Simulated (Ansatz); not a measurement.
Method: DFT PBE, scalar-relativistic, plane waves, PAW in Ansatz. Settings: cutoff 420 eV, Γ-centred meshes spaced at most about 0.3 Å⁻¹, and about 0.25 Å⁻¹ or finer for metals (2π included), Gaussian smearing. No spin polarisation in the final relaxations.

These are static total energies at zero pressure. All come from trial cells, and lower structures may exist.

Task: Which of these relaxed structures of In3GaP2 is the lowest in energy?
A.

```xyz
6
Lattice="4.4648 0.0000 0.0000 0.0000 4.4648 0.0000 0.0000 0.0000 7.8900" Properties=species:S:1:pos:R:3 pbc="T T T"
In    2.2324    2.2324    0.0000
In    0.0000    0.0000    0.0000
In    2.2324    2.2324    3.9450
Ga    0.0000    0.0000    3.9450
P     0.0000    2.2324    2.5511
P     2.2324    0.0000    5.3390
```

B.

```xyz
6
Lattice="5.4558 0.0000 0.0000 0.0000 5.4558 0.0000 0.0000 0.0000 5.2371" Properties=species:S:1:pos:R:3 pbc="T T T"
In    2.7279    2.7279    2.6185
In    2.7279    0.0000    0.0000
In    0.0000    2.7279    0.0000
Ga    0.0000    0.0000    2.6185
P     2.7279    2.7279    0.0000
P     0.0000    0.0000    0.0000
```

C.

```xyz
6
Lattice="6.8820 0.0000 0.0000 -3.4410 5.9599 0.0000 0.0000 0.0000 3.8207" Properties=species:S:1:pos:R:3 pbc="T T T"
In   -1.7205    2.9800    1.9104
In    1.7205    2.9800    1.9104
In    3.4410    0.0000    1.9104
Ga    0.0000    0.0000    0.0000
P     0.0000    3.9733    0.0000
P     3.4410    1.9866    0.0000
```

D.

```xyz
6
Lattice="9.1765 0.0000 0.0000 -4.5883 7.9471 0.0000 0.0000 0.0000 2.7976" Properties=species:S:1:pos:R:3 pbc="T T T"
In    4.5883    0.0000    0.0000
In   -2.2941    3.9736    0.0000
In    2.2941    3.9736    0.0000
Ga    0.0000    0.0000    0.0000
P     0.0000    5.2981    0.0000
P     4.5883    2.6490    0.0000
```

Result: A. It has space group P-4m2 (No. 115); the next, B, with space group P4/mmm (No. 123), lies 116 meV/atom higher. Counting P atoms around Ga and In (those within 1.25 times the shortest such distance or 1.15 times the sum of covalent radii; the shortest distance is added where it is long for a bond; a slash parts the counts of unlike sites), the lowest has In 4/4 from 3.4 Å, Ga 4 and the next has In 2/4, Ga 2. Even the lowest lies +0.09 eV/atom against the elements.

Cells relaxed within their symmetry can be saddle points. Some structure types and database cells were kept out of the candidates from the start, so a known form may be missing.
